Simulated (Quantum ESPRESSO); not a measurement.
# Ca2MgZnO4: input and log of a self-consistent run

Computed values, not a measurement. The program is pw.x of Quantum ESPRESSO 7.5 (plane-wave density functional theory). The cell is made up: 8 atoms on a rocksalt lattice, with randomly drawn elements, strain and displacements, not relaxed. PseudoDojo standard norm-conserving files (v0.5 for PBE, v0.4.1 for LDA and PBEsol) set the functional; there is no spin polarisation, spin-orbit coupling or dispersion term, and the masses in the input are unused placeholders.

Input:

```
&control calculation='scf', pseudo_dir='./dojo.nc.sr.pbe.v0_5.standard.upf', outdir='./o', disk_io='low', tprnfor=.true., tstress=.true. /
&system ibrav=0, nat=8, ntyp=4, nbnd=43, ecutwfc=84.00895049, nosym=.true., tot_charge=0,
 occupations='smearing', smearing='fd', degauss=0.0018374661
/
&electrons conv_thr=7.350e-09, electron_maxstep=60, /
ATOMIC_SPECIES
Ca 1.0 Ca.upf
Mg 1.0 Mg.upf
O 1.0 O.upf
Zn 1.0 Zn.upf
CELL_PARAMETERS angstrom
4.6219 0.0117 -0.0214
0.0117 4.4883 0.0199
-0.0214 0.0199 4.5634
ATOMIC_POSITIONS angstrom
Ca -0.0077 0.0375 -0.0275
Mg -0.0441 2.2342 2.2743
Zn 2.2906 0.0218 2.2916
Ca 2.3062 2.2064 -0.0097
O 2.342 -0.0066 0.0137
O 2.2642 2.2123 2.2679
O 4.5788 0.0473 2.2574
O 4.6626 2.2919 -0.0124
K_POINTS automatic
4 4 4 1 1 1
```

The log is shortened where brackets say so; the opening notice, blank lines, dates and the lines on written files are dropped, and the path of the files is cut. It prints rydbergs, bohrs and kilobars, and counts compression as positive stress.

```
     Program PWSCF v.7.5
     Parallel version (MPI & OpenMP), running on       4 processor cores
     Number of MPI processes:                 4
     Threads/MPI process:                     1
     [start-up lines left out]
     bravais-lattice index     =            0
     lattice parameter (alat)  =       8.7342  a.u.
     unit-cell volume          =     638.8028 (a.u.)^3
     number of atoms/cell      =            8
     number of atomic types    =            4
     number of electrons       =        74.00
     number of Kohn-Sham states=           43
     kinetic-energy cutoff     =      84.0090  Ry
     charge density cutoff     =     336.0358  Ry
     scf convergence threshold =      7.3E-09
     mixing beta               =       0.7000
     number of iterations used =            8  plain     mixing
     Exchange-correlation= PBE
                           (   1   4   3   4   0   0   0)
     [axes and pseudopotential details left out]
   Cartesian axes
     site n.     atom                  positions (alat units)
         1        Ca     tau(   1) = (  -0.0016660   0.0081134  -0.0059499  )
         2        Mg     tau(   2) = (  -0.0095414   0.4833875   0.4920635  )
         3        Zn     tau(   3) = (   0.4955901   0.0047166   0.4958065  )
         4        Ca     tau(   4) = (   0.4989653   0.4773728  -0.0020987  )
         5        O      tau(   5) = (   0.5067110  -0.0014280   0.0029641  )
         6        O      tau(   6) = (   0.4898783   0.4786493   0.4906788  )
         7        O      tau(   7) = (   0.9906610   0.0102337   0.4884071  )
         8        O      tau(   8) = (   1.0087919   0.4958714  -0.0026828  )
     number of k points=    32  Fermi-Dirac smearing, width (Ry)=  0.0018
                       cart. coord. in units 2pi/alat
        k(    1) = (   0.1252645   0.1278346   0.1266342), wk =   0.0625000
        k(    2) = (   0.1264398   0.1267088   0.3798529), wk =   0.0625000
     [further k points left out]
     Dense  grid:    66501 G-vectors     FFT dimensions: (  54,  50,  54)
     Estimated max dynamical RAM per process >     135.35 MB
     Estimated total dynamical RAM >     492.68 MB
     Initial potential from superposition of free atoms
     starting charge      73.9892, renormalised to      74.0000
     Starting wfcs are   41 randomized atomic wfcs +    2 random wfcs
     total cpu time spent up to now is        1.7 secs
     per-process dynamical memory:   101.5 Mb
     Self-consistent Calculation
     iteration #  1     ecut=    84.01 Ry     beta= 0.70
     Davidson diagonalization with overlap
     ethr =  1.00E-02,  avg # of iterations =  6.7
     total cpu time spent up to now is        4.9 secs
     total energy              =    -823.68519458 Ry
     estimated scf accuracy    <       2.14028786 Ry
     iteration #  2     ecut=    84.01 Ry     beta= 0.70
     Davidson diagonalization with overlap
     ethr =  2.89E-03,  avg # of iterations =  4.1
     total cpu time spent up to now is        8.1 secs
     total energy              =    -823.97553000 Ry
     estimated scf accuracy    <       3.96944791 Ry
     iteration #  3     ecut=    84.01 Ry     beta= 0.70
     Davidson diagonalization with overlap
     ethr =  2.89E-03,  avg # of iterations =  3.5
     total cpu time spent up to now is       10.9 secs
     total energy              =    -824.73884110 Ry
     estimated scf accuracy    <       0.03550910 Ry
     iteration #  4     ecut=    84.01 Ry     beta= 0.70
     Davidson diagonalization with overlap
     ethr =  4.80E-05,  avg # of iterations =  8.0
     total cpu time spent up to now is       15.0 secs
     total energy              =    -824.75626074 Ry
     estimated scf accuracy    <       0.04422349 Ry
     iteration #  5     ecut=    84.01 Ry     beta= 0.70
     Davidson diagonalization with overlap
     ethr =  4.80E-05,  avg # of iterations =  2.0
     total cpu time spent up to now is       17.8 secs
     total energy              =    -824.76230900 Ry
     estimated scf accuracy    <       0.00286745 Ry
     [iterations 6 to 7 left out]
     iteration #  8     ecut=    84.01 Ry     beta= 0.70
     Davidson diagonalization with overlap
     ethr =  1.55E-07,  avg # of iterations =  2.0
     total cpu time spent up to now is       26.7 secs
     total energy              =    -824.76302757 Ry
     estimated scf accuracy    <       0.00001681 Ry
     iteration #  9     ecut=    84.01 Ry     beta= 0.70
     Davidson diagonalization with overlap
     ethr =  2.27E-08,  avg # of iterations =  3.1
     total cpu time spent up to now is       29.4 secs
     total energy              =    -824.76303114 Ry
     estimated scf accuracy    <       0.00000053 Ry
     iteration # 10     ecut=    84.01 Ry     beta= 0.70
     Davidson diagonalization with overlap
     ethr =  7.22E-10,  avg # of iterations =  4.8
     total cpu time spent up to now is       32.6 secs
     total energy              =    -824.76303142 Ry
     estimated scf accuracy    <       0.00000023 Ry
     iteration # 11     ecut=    84.01 Ry     beta= 0.70
     Davidson diagonalization with overlap
     ethr =  3.15E-10,  avg # of iterations =  2.0
     total cpu time spent up to now is       35.3 secs
     total energy              =    -824.76303142 Ry
     estimated scf accuracy    <       0.00000006 Ry
     iteration # 12     ecut=    84.01 Ry     beta= 0.70
     Davidson diagonalization with overlap
     ethr =  7.76E-11,  avg # of iterations =  3.2
     total cpu time spent up to now is       37.9 secs
     End of self-consistent calculation
     [lines on levels left out]
!    total energy              =    -824.76303143 Ry
     estimated scf accuracy    <          1.6E-09 Ry
     smearing contrib. (-TS)   =       0.00000000 Ry
     internal energy E=F+TS    =    -824.76303143 Ry
     The total energy is F=E-TS. E is the sum of the following terms:
     one-electron contribution =    -452.61962013 Ry
     hartree contribution      =     256.87613739 Ry
     xc contribution           =    -124.35835586 Ry
     ewald contribution        =    -504.66119283 Ry
     convergence has been achieved in  12 iterations
     Forces acting on atoms (cartesian axes, Ry/au):
     atom    1 type  1   force =     0.00871787   -0.01677733    0.01129281
     atom    2 type  2   force =     0.00755775    0.00802494   -0.00163968
     atom    3 type  4   force =     0.00078175   -0.00214313   -0.00616725
     atom    4 type  1   force =     0.00519742    0.02420747    0.00158704
     atom    5 type  3   force =    -0.01149017   -0.00815921   -0.00487180
     atom    6 type  3   force =     0.00606294    0.00394592    0.00522253
     atom    7 type  3   force =     0.00002314   -0.00222084   -0.00412278
     atom    8 type  3   force =    -0.01685069   -0.00687783   -0.00130087
     Total force =     0.043872     Total SCF correction =     0.000139
     Computing stress (Cartesian axis) and pressure
          total   stress  (Ry/bohr**3)                   (kbar)     P=       36.61
   0.00010770  -0.00003104   0.00005183           15.84       -4.57        7.62
  -0.00003104   0.00044416  -0.00005042           -4.57       65.34       -7.42
   0.00005183  -0.00005042   0.00019484            7.62       -7.42       28.66
     init_run     :      1.56s CPU      1.59s WALL (       1 calls)
     electrons    :     36.06s CPU     36.25s WALL (       1 calls)
     forces       :      0.43s CPU      0.44s WALL (       1 calls)
     stress       :      1.57s CPU      1.57s WALL (       1 calls)
     [timing details left out]
     PWSCF        :     39.74s CPU     40.01s WALL
     JOB DONE.
```

In other units: free energy -11221.473 eV for the cell, pressure 3.66 GPa, largest force component 0.622 eV/Å. A rerun of a related cell, with the same atoms placed differently, at 1437 eV and a 6 x 6 x 6 mesh moved values by no more than 0.002 eV in energy, 0.04 GPa in stress and 0.003 eV/Å in force.